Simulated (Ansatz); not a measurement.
GaP (zinc blende, F-43m), PBEsol (plane waves, PAW; program Ansatz). The conduction-band minimum lies on the Γ–X line, 86 % of the way from Γ, with 6 equivalent valleys. Second derivatives d²E/dk² of the lowest band at one valley (eV·Å²), along Cartesian directions:

| direction | d²E/dk² |
|---|---|
| [100] | 6.851 |
| [010] | 33.93 |
| [001] | 33.93 |
| [110] | 20.40 |
| [101] | 20.40 |
| [011] | 33.80 |

### Question
Find the principal effective masses, the density-of-states mass and the conductivity mass.

### Answer
Off-diagonal terms follow from H_xy = H[110] − (H_xx + H_yy)/2, and m*/mₑ = 7.620 eV·Å² over each eigenvalue: 0.22, 0.23, 1.1. One valley's DOS mass (m₁m₂m₃)^(1/3) = 0.38, conductivity mass 3/(Σ 1/mᵢ) = 0.31 mₑ.

### Question
What effective density of states Nc follows at 300 K for parabolic valleys?

### Answer
Nc = 2.509e19 × 6 × (0.38)^(3/2) ≈ 3.5e19 cm⁻³.

Symmetry was held in the PBEsol relaxation. Scalar-relativistic: spin–orbit coupling is off unless named, which matters more the heavier the elements.

Potentials: the earlier of the program's two PAW sets. The files were generated under PBE; for other functionals the program regenerates the frozen cores, and for LDA and PBEsol the local potential too.
